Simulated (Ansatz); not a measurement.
AgBr:
Space group Fm-3m (No. 225); a = b = c = 5.6743 Å, α = β = γ = 90.00°

| atom | site | symmetry | x | y | z |
|---|---|---|---|---|---|
| Ag | 4b | m-3m | 0.5000 | 0.5000 | 0.5000 |
| Br | 4a | m-3m | 0.0000 | 0.0000 | 0.0000 |
(The calculation used a cell of 2 atoms; values per cell refer to that cell.)

Relaxed with PBEsol. PBEsol in the plane-wave PAW code Ansatz gives a gap of 0.50 eV.

Problem. What gap does HSE06 give on the same cell (Ansatz, PAW)?

Solution. 2.02 eV, 1.52 eV more. The hybrid was solved on a coarser mesh and at special points; its gap is the smallest among all of these.

```tsv
k	v1 PBEsol	c1 PBEsol	v1 HSE06	c1 HSE06
Γ	-2.08	0.50	-1.97	2.02
X	-2.40	1.39	…	…
L	0.00	3.45	…	…
W	-1.67	3.75	…	…
K	-1.31	2.82	…	…
```

Problem. Top valence (v1) and lowest conduction level (c1) in eV from each method's valence maximum (which need not be a listed point): supply the withheld HSE06 values.

Solution. 
- W, v1 HSE06: -1.74
- W, c1 HSE06: 5.29
- L, v1 HSE06: 0.00
- L, c1 HSE06: 4.86
- K, v1 HSE06: -1.40
- K, c1 HSE06: 4.37
- X, v1 HSE06: -2.93
- X, c1 HSE06: 2.94

Cost on shared cores: the PBEsol run (SCF on a 8×8×8 mesh, then bands and DOS) very roughly 13 core-seconds, the HSE06 run (SCF on 6×6×6, then a few points) around 2.2 core-minutes (rough); the tasks are unlike.

Symmetry was held in the PBEsol relaxation. No spin polarisation was allowed. Spin–orbit coupling is left out wherever it is not named.

Potentials: the later of the program's two PAW sets.
